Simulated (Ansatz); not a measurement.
**CsSnI3 — 127I NMR of the central transition**

Cell: a refined structure from the COD, its atoms then relaxed with PBE in this cell.

Space group Pnma (No. 62); a = 10.3495, b = 4.7632, c = 17.6840 Å.

```csv
site,Wyckoff,site symmetry,x,y,z
Cs,4c,.m.,0.9144,0.7500,0.6705
Sn,4c,.m.,0.3415,0.2500,0.5610
I9,4c,.m.,0.5318,0.7500,0.6151
I13,4c,.m.,0.1632,0.7500,0.5003
I17,4c,.m.,0.2018,0.2500,0.7111
```

One atom of each set is listed.

The numbers come from a DFT calculation in Ansatz (PBE, plane waves and PAW, scalar-relativistic, 420 eV cutoff, Γ-centred 3×6×2 k-points, Fermi–Dirac smearing 0.02 eV).

127I has I = 5/2 and Q = -688.2 mb (Pyykkö 2018); at 35.2 T its Larmor frequency is ν₀ = 301.9 MHz (from the bare nuclear moment; shielding lowers the observed one by a per cent or two). Only the quadrupole interaction is simulated: positions count from each site's isotropic chemical shift, and shift anisotropy, dipolar and J coupling are left out.

(1) What does the 127I spectrum (static powder) show for each site?

Results:

(1) 

```json
{"site": "I9", "first shell": "3 Sn at 3.24–3.38 Å", "C_Q (MHz)": "107", "η": "0.54", "P_Q (MHz)": "112", "δ_QIS (ppm)": "-832", "breadth (kHz)": "1775"}
{"site": "I13", "first shell": "2 Sn at 3.20 Å, angle 96°", "C_Q (MHz)": "374", "η": "0.41", "P_Q (MHz)": "385", "δ_QIS (ppm)": "-9744", "breadth (kHz)": "19881"}
{"site": "I17", "first shell": "1 Sn at 3.02 Å", "C_Q (MHz)": "-469", "η": "0.32", "P_Q (MHz)": "477", "δ_QIS (ppm)": "-14983", "breadth (kHz)": "29263"}
```

δ_QIS = −(ν_Q²/30ν₀²)[I(I+1) − 3/4](1 + η²/3) × 10⁶ ppm with ν_Q = 3|C_Q|/[2I(2I−1)]; it falls as 1/B₀² in ppm, and the breadth as 1/B₀ in kHz.

At I13 V_zz stands upright on the plane of its two bonds (within 6°). At I17 V_zz points along its bond to Sn (within 1°).

With ν_Q/ν₀ up to 0.23, terms beyond second order are no longer negligible.

Without spin–orbit coupling the gradients at and beside I can be off by some per cent, at some sites by more.
